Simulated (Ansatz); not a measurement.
## ZrZn, one cell by several methods

```yaml
crystal:
  lattice:
    - [3.33600, 0.00000, 0.00000]
    - [0.00000, 3.33600, 0.00000]
    - [0.00000, 0.00000, 3.33600]
  atoms:
    - { symbol: Zr, position: [0.50000, 0.50000, 0.50000] }
    - { symbol: Zn, position: [0.00000, 0.00000, 0.00000] }
```

Atom numbers follow the list: Zr1, Zn2.

The conventional cell has a = 3.336 Å, b = 3.336 Å, c = 3.336 Å, α = 90.00°, β = 90.00°, γ = 90.00°. Zr (atom 1) has 8 Zn at 2.89 Å as nearest neighbours. Zn (atom 2) has 8 Zr at 2.89 Å as nearest neighbours.

The geometry is COD entry 1540230, unchecked; take it as a test cell.

Levels of theory: DFT, PBEsol, PAW with Ansatz's default frozen-core files, scalar-relativistic (Ansatz 0.2.0); DFT, PBEsol, all-electron PAW with datasets made for the crystal, scalar-relativistic (Ansatz 0.2.0); DFT, PBEsol, all-electron LAPW, scalar-relativistic (Ansatz 0.2.0).

For PAW: a Γ-centred 10×10×10 k mesh, Fermi–Dirac smearing of 0.08 eV, cutoff 420 eV, no spin polarisation; the PAW files were made with PBE, and the program remakes their frozen cores for this functional. The crystal-made all-electron datasets (AE datasets) take a cutoff of 240 eV at this cell. LAPW targets a basis error of 0.5 meV/atom. The Ansatz runs share mesh, smearing and spin set-up. Plane-wave (PAW) pressures include the program's estimate of the Pulay term.

Stress and pressure are positive in compression.

Levels count from the Fermi level.

```
                      quantity     PAW  AE datasets    LAPW
                pressure (GPa)   -4.26        -4.24   -4.25
highest filled level at M (eV)  -0.279       -0.280  -0.280
  lowest empty level at M (eV)   2.050        2.051   2.051
highest filled level at X (eV)  -0.602       -0.602  -0.602
  lowest empty level at X (eV)   0.691        0.691   0.691
```

PAW's pressure differs from the LAPW value by about 0.01 GPa or less.
